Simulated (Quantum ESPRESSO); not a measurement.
## Mo4S6Se2 (convergence and cost over cutoff and k mesh)

A calculation, not a measurement. The program is pw.x of Quantum ESPRESSO 7.5 (plane-wave density functional theory). The cell is made up: 12 atoms on a layered 2H lattice, with randomly drawn elements, strain and displacements, not relaxed. PseudoDojo standard norm-conserving files (v0.5 for PBE, v0.4.1 for LDA and PBEsol) set the functional; there is no spin polarisation, spin-orbit coupling or dispersion term, and the masses in the input are unused placeholders.

Input of the run in row 4:

```
&control calculation='scf', pseudo_dir='./dojo.nc.sr.pbe.v0_5.standard.upf', outdir='./o', disk_io='low', tprnfor=.true., tstress=.true. /
&system ibrav=0, nat=12, ntyp=3, nbnd=68, ecutwfc=85.99341389, nosym=.true., tot_charge=0,
 occupations='smearing', smearing='fd', degauss=0.0018374661
/
&electrons conv_thr=7.350e-09, electron_maxstep=60, /
ATOMIC_SPECIES
Mo 1.0 Mo.upf
S 1.0 S.upf
Se 1.0 Se.upf
CELL_PARAMETERS angstrom
3.193 -0.0466 -0.023
-0.0807 5.5369 -0.0005
-0.0914 -0.0012 12.5351
ATOMIC_POSITIONS angstrom
Mo -0.1194 1.8339 3.1591
Mo 1.621 0.9731 9.2854
Mo 1.6782 4.5554 3.2143
Mo -0.2543 3.8915 9.42
S -0.1012 1.9698 7.8661
S -0.1942 1.7444 10.9736
S 1.4641 1.0221 1.4904
Se 1.5909 0.8911 4.5306
S 1.5285 4.7214 7.8544
S 1.5203 4.6148 10.9369
Se -0.1585 3.6541 1.5717
S -0.1212 3.5932 4.9147
K_POINTS automatic
7 4 2 1 1 1
```

The same cell was run at these settings. Meshes are shifted by half a step, and differences are from the last row, which is itself not exact.

| cutoff (eV) | k mesh | k points solved | threshold (eV) | free energy less the last row's (eV) | pressure (GPa) | largest stress difference (GPa) | largest force difference (eV/Å) | iterations | wall time (s) | k-point pools | processor |
| --- | --- | --- | --- | --- | --- | --- | --- | --- | --- | --- | --- |
| 819 | 2 x 2 x 2 | 4 | 1e-04 | 1.243 | -12.43 | 23.67 | 0.750 | 16 | 52 | 4 | Intel Xeon, older |
| 1170 | 2 x 2 x 2 | 4 | 1e-07 | -1.729 | 8.35 | 2.67 | 0.755 | 22 | 106 | 4 | Intel Xeon, older |
| 806 | 7 x 4 x 2 | 28 | 1e-07 | 3.758 | -15.23 | 25.16 | 0.015 | 22 | 286 | 4 | Intel Xeon, older |
| 1170 | 7 x 4 x 2 | 28 | 1e-07 | 0.001 | 9.91 | 0.01 | 0.003 | 23 | 499 | 4 | Intel Xeon, older |
| 1467 | 9 x 6 x 4 | 108 | 1e-07 | 0.000 | 9.91 | 0.00 | 0.000 | 22 | 3060 | 4 | Intel Xeon, older |

Each pool is one process. Wall times include start-up and a band step at six k points, which weighs most on the coarsest meshes. The runs were on shared virtual cores whose load varied, so times are rough.